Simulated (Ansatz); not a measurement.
Given:

BN:
```cif
data_B4N4
_chemical_formula_sum 'B4 N4'
_space_group_name_H-M_alt 'P 1'
_space_group_IT_number 1
_cell_length_a 2.49821
_cell_length_b 2.49821
_cell_length_c 13.74279
_cell_angle_alpha 90.000
_cell_angle_beta 90.000
_cell_angle_gamma 120.000
loop_
_space_group_symop_operation_xyz
  'x, y, z'
loop_
_atom_site_label
_atom_site_type_symbol
_atom_site_fract_x
_atom_site_fract_y
_atom_site_fract_z
_atom_site_occupancy
B1 B 0.33333 0.66667 0.12020 1
B2 B 0.66667 0.33333 0.62020 1
B3 B 0.66667 0.33333 0.87980 1
B4 B 0.33333 0.66667 0.37980 1
N1 N 0.33333 0.66667 0.62026 1
N2 N 0.66667 0.33333 0.12026 1
N3 N 0.66667 0.33333 0.37974 1
N4 N 0.33333 0.66667 0.87974 1
```

This is the r²SCAN+D4-relaxed structure.

**Question.** All from the program Ansatz at the r²SCAN+D4 level (PAW), unless another level is named. Give the bulk modulus (Birch–Murnaghan fit).

**Answer.** 29.1 GPa.

**Question.** And the highest zone-centre frequency (without LO–TO term)?

**Answer.** 1375 cm⁻¹.

Space group P6_3/mmc. A made-up cell: these elements were put on the sites of a structure type. Its sites differ from those of the usual phase in this space group: another stacking or structure type. The r²SCAN+D4 relaxation kept the symmetry of its start; phonons on a q-mesh show weakly imaginary modes. The volume moved by 56 % from the start of the relaxation.

Potentials: the later of the program's two PAW sets.
